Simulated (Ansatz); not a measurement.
A trial cell of Be was relaxed with r2SCAN (plane waves to 500 eV, PAW, scalar-relativistic; Ansatz, a program for electronic structure).

Before: P2₁ (No. 4), mP4; a = 2.064 Å, b = 4.995 Å, c = 3.165 Å, α = 90.00°, β = 92.71°, γ = 90.00°.

After relaxation:

Simulated powder pattern, Fe Kα, λ = 1.93735 Å (kinematic, ideal powder, no thermal factors, no anomalous dispersion; the 24 strongest lines at most, above 1 %, up to 2θ = 90°):

```
2θ (°)  I/Imax (%)
------  ----------
64.18          100
75.68           48
```

Question: Identify the relaxed structure from its pattern: crystal system, space group and cell.

Answer: Cubic, Fm-3m (No. 225), cF4, fcc (Cu type); a = 3.158 Å, b = 3.158 Å, c = 3.158 Å, α = 90.00°, β = 90.00°, γ = 90.00°. Sites: Be 4b (0.500, 0.500, 0.500).

Question: Index the strongest lines.

Answer: 64.18° (111), 75.68° (200).

No spin polarisation in the result.

The run could not lose the symmetry of its start; a randomly shaken copy of 2 atoms returns to this structure.

The relaxed structure here is a generated cell of Be: the first start was made by placing the elements on the sites of a structure type, and the end was not matched to a known phase here, so it may be hypothetical. Known forms of Be include space group No. 194.
